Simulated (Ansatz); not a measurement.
# TiTe: pressure against volume

TiTe, P6_3/mmc, a = 3.707 Å, c = 7.175 Å. The structure is a COD entry; whether it is the stable form wasn't checked. Ansatz: r2SCAN, PAW, 500 eV, Γ-centred 12×12×8 mesh on 4 atoms, Gaussian smearing 0.10 eV; no spin polarisation. Shape and atoms are relaxed at each volume; pressure is positive in compression.

| V (Å³/atom) | P (GPa) |
| --- | --- |
| 20.063 | 6.06 |
| 20.704 | 2.79 |
| 21.344 | 0.00 |
| 21.984 | ? |
| 22.624 | -4.38 |

Task: Take V0 = 21.344 Å³/atom, fit the third-order Birch–Murnaghan form to the other rows, and predict the missing pressure.

Result: With the Eulerian strain f = ½[(V0/V)^(2/3) − 1] and y = P/[3f(1 + 2f)^(5/2)], the form is the line y = B0 + 1.5 B0 (B0′ − 4) f. Rows (f, y): 0.02106, 86.5; 0.01025, 86.2; -0.01904, 84.5. Means f = 0.004090, y = 85.733; Σ(Δf)² = 0.0008609, ΣΔfΔy = 0.04441; the slope is their ratio. y = 85.52 + 51.59 f GPa, so B0 = 85.5 GPa and B0′ = 4 + 2 × (51.59)/(3 × 85.52) = 4.40. At V = 21.984, f = -0.00975, y = 85.02 and P = -2.37 GPa. The run gave -2.38 GPa, so the fit is 0.01 GPa too high, within twice the rms miss on the fitted rows (0.005 GPa).

Cost: 5 runs of about 15 core-minutes in all, on Arm Neoverse V1 (shared hosts).